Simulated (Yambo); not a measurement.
# Bethe-Salpeter results for Ba₂RuH₆

```xyz
9
Lattice="0.0000 4.0337 4.0337 4.0337 0.0000 4.0337 4.0337 4.0337 0.0000" Properties=species:S:1:pos:R:3 pbc="T T T"
H      4.0337     4.0337     6.3391
H      4.0337     4.0337     1.7283
H      6.3391     4.0337     4.0337
H      1.7283     4.0337     4.0337
H      4.0337     6.3391     4.0337
H      4.0337     1.7283     4.0337
Ru     0.0000     0.0000     0.0000
Ba     6.0505     6.0505     6.0505
Ba     2.0168     2.0168     2.0168
```

The geometry is that of Materials Project entry mp-697038, symmetrised and not relaxed again.

BSE in Yambo on LDA (pw.x of Quantum ESPRESSO, ONCV potentials, scalar-relativistic) bands: 6×6×6 mesh, 6 valence and 9 conduction bands, static screening with 69 bands and a 3 Ry block, scissor 1.04 eV, Tamm-Dancoff; field along x.

| state | energy (eV) | states within 2 meV | relative strength | class | main transitions |
|---|---|---|---|---|---|
| 1 | 2.09 | 3 | < 0.01 | dark | several band pairs |
| 2 | 2.38 | 3 | < 0.01 | dark | several band pairs |
| 3 | 2.60 | 2 | < 0.01 | dark | VB → CB (90 %) |
| 4 | 2.62 | 1 | < 0.01 | dark | VB → CB (73 %) |
| 5 | 2.63 | 3 | < 0.01 | dark | several band pairs |
| 6 | 2.64 | 3 | < 0.01 | dark | several band pairs |
| 7 | 2.67 | 3 | 1.00 | weak | VB−1 → CB (76 %) |
| 8 | 2.70 | 3 | < 0.01 | dark | several band pairs |

These are vertical excitations (zero momentum); the indirect quasiparticle gap, about 2.69 eV, is smaller than the direct one (2.95 eV on the GW mesh). The direct quasiparticle gap on this mesh is 2.95 eV; counted from there, state 1 is bound by 0.86 eV. On a 4×4×4 mesh the same difference is 0.86 eV.

Spin singlets only. Strengths are relative to the strongest of the lowest states of this run; strong means a line over 3 % of the spectrum's maximum, dark under 0.03 %. Absolute energies carry the error of the G0W0 scissor, whose convergence isn't established.

Spin-orbit splittings are left out.

The structure is a Materials Project entry; no match was found in the copy of COD used, and its stability was not checked.
